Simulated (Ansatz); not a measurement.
Suppose YLu2F3 takes space group P-6m2 (No. 187), with Y on 1a; Lu on 1e and 1f; F on 3j.

These are results of DFT PBE, scalar-relativistic, plane waves, PAW in Ansatz, not measurements. Cutoff 420 eV, Γ-centred mesh, Gaussian smearing, no spin polarisation.

Energies over the elements count from the elements' standard structures at the same level (F₂ as a molecule), with no fitted energy shifts.

Problem. Give the relaxed lattice parameters and positions.

Solution.

Space group P-6m2 (No. 187). a = 7.326 Å, b = 7.326 Å, c = 7.106 Å, α = 90.00°, β = 90.00°, γ = 120.00°
| atom | site | symmetry | x | y | z |
| --- | --- | --- | --- | --- | --- |
| Y | 1a | -6m2 | 0.0000 | 0.0000 | 0.0000 |
| Lu | 1e | -6m2 | 0.6667 | 0.3333 | 0.0000 |
| Lu | 1f | -6m2 | 0.6667 | 0.3333 | 0.5000 |
| F | 3j | mm2 | 0.8328 | 0.1672 | 0.0000 |

Y is surrounded by 3 F at 2.12 Å; Lu on its first site has 3 F at 2.11 Å and 2 Lu at 3.55 Å; around Lu on its second site lie 2 Lu at 3.55 Å and 6 F at 4.13 Å; F is surrounded by 1 Lu at 2.11 Å, 1 Y at 2.12 Å, 4 F at 3.65–3.67 Å and 2 Lu at 4.13 Å. Another local minimum with the same sites may exist.

Problem. And its energy and gap?

Solution. The formation energy is −1.69 eV/atom and the gap on the 6×6×6 mesh of the 6-atom cell is 0 eV (a metal).

The last run used Gaussian smearing of 0.10 eV. A structure relaxed within its symmetry needn't be a true minimum. Another cell of YLu2F3 relaxed alike, in R-3m, lies 0.48 eV/atom lower, so this cell isn't the stable form at this level.
